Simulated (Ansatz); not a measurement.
Given:

CrN$_{2}$:
```
CrN2
1.0
    3.84741     0.00000     0.00000
    0.00000     4.79097     0.00000
    0.00000     0.00000     2.81253
Cr N
2 4
Cartesian
  1.92370   2.39548   1.40627
  0.00000   0.00000   0.00000
  2.44389   0.42790   1.40627
  1.40351   4.36307   1.40627
  0.52019   1.96758   0.00000
  3.32721   2.82339   0.00000
```
The run is spin-polarised; directions of the spins, atom by atom: ↑ ↑ 0 0 0 0.

This is the r²SCAN-relaxed structure.

Q: All from r²SCAN in the plane-wave PAW code Ansatz, unless another level is named. Predict the electronic character.

A: metallic (no gap).

Q: Give the density of states at the Fermi level.

A: 0.16 states/eV per atom (mean over ±0.08 eV).

Q: And the formation energy from the elements (no fitted shifts)?

A: -0.25 eV/atom.

Space group Pnnm. The first step of the workflow began from a Materials Project structure, measured or hypothetical; the Crystallography Open Database copy checked does not list it. Whether it is the stable phase at ambient conditions was not checked. The cell was relaxed with r²SCAN under the symmetry of its start; its stability against distortions is not shown here. Magnetic state: ferromagnetic, chosen from 5 collinear starts compared on coarse meshes (ties went to the first, and starts can fall back to one state), not a proven ground state. Other orbital occupations within this spin state were not tried. No Hubbard U is applied. The references are the lowest solids computed at this level, not always the standard phases (solids in place of the gases).

Potentials: the later of the program's two PAW sets.
